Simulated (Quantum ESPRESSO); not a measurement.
## Band energies of CsCaH$_{3}$

```
CELL_PARAMETERS angstrom
      4.62119     0.00000     0.00000
      0.00000     4.62119     0.00000
      0.00000     0.00000     4.62119
ATOMIC_POSITIONS crystal
  H  0.50000 0.00000 0.50000
  H  0.00000 0.50000 0.50000
  H  0.50000 0.50000 0.00000
  Ca 0.50000 0.50000 0.50000
  Cs 0.00000 0.00000 0.00000
```

LDA (pw.x of Quantum ESPRESSO, ONCV potentials, no spin-orbit coupling); path ΓXMΓRX,MR; energies in eV from the valence-band maximum.

| k (1/Å) | point | band 7 | band 8 | band 9 | band 10 | band 11 | band 12 | band 13 | band 14 |
|---|---|---|---|---|---|---|---|---|---|
| 0.00 | Γ | -6.86 | -6.86 | -2.81 | -0.67 | -0.67 | 5.36 | 5.36 | 5.36 |
| 0.23 |  | -6.85 | -6.85 | -2.52 | -0.61 | -0.58 | 5.27 | 5.27 | 5.44 |
| 0.68 | X | -6.83 | -6.83 | -1.24 | -0.88 | -0.40 | 4.71 | 5.14 | 5.14 |
| 0.91 |  | -6.94 | -6.81 | -1.24 | -0.68 | -0.39 | 4.12 | 4.83 | 4.87 |
| 1.36 | M | -7.25 | -6.78 | -1.49 | 0.00 | 0.00 | 2.81 | 4.23 | 4.23 |
| 1.55 |  | -7.21 | -6.79 | -1.42 | -0.26 | -0.06 | 3.11 | 4.32 | 4.40 |
| 1.94 |  | -7.00 | -6.83 | -2.08 | -0.56 | -0.43 | 4.63 | 4.91 | 5.26 |
| 2.32 | Γ | -6.86 | -6.86 | -2.81 | -0.67 | -0.67 | 5.36 | 5.36 | 5.36 |
| 2.49 |  | -6.88 | -6.88 | -2.64 | -0.62 | -0.62 | 5.26 | 5.26 | 5.45 |
| 2.83 |  | -7.00 | -7.00 | -1.70 | -0.43 | -0.43 | 4.09 | 4.58 | 4.58 |
| 2.99 |  | -7.06 | -7.06 | -1.22 | -0.43 | -0.43 | 3.70 | 4.41 | 4.41 |
| 3.33 |  | -7.15 | -7.15 | -0.68 | -0.57 | -0.57 | 4.22 | 4.44 | 4.44 |
| 3.50 | R | -7.16 | -7.16 | -0.60 | -0.60 | -0.60 | 4.46 | 4.46 | 4.46 |
| 3.77 |  | -7.12 | -7.10 | -0.82 | -0.57 | -0.43 | 3.94 | 4.40 | 4.41 |
| 4.05 |  | -6.99 | -6.96 | -1.11 | -0.49 | -0.42 | 3.76 | 4.36 | 4.47 |
| 4.19 |  | -6.91 | -6.89 | -1.19 | -0.61 | -0.45 | 4.19 | 4.42 | 4.68 |
| 4.46 | X | -6.83 | -6.83 | -1.24 | -0.88 | -0.40 | 4.71 | 5.14 | 5.14 |
| 4.46 | M | -7.25 | -6.78 | -1.49 | 0.00 | 0.00 | 2.81 | 4.23 | 4.23 |
| 4.80 |  | -7.20 | -6.98 | -1.10 | -0.32 | -0.32 | 3.59 | 4.37 | 4.37 |
| 5.14 | R | -7.16 | -7.16 | -0.60 | -0.60 | -0.60 | 4.46 | 4.46 | 4.46 |

The LDA gap is direct, 2.81 eV at M.

The cell is held in this high symmetry; tilts and polar distortions were not searched.

Geometry of the Materials Project entry, not relaxed at this level.

The structure is a Materials Project entry; no match was found in the copy of COD used, and its stability was not checked.
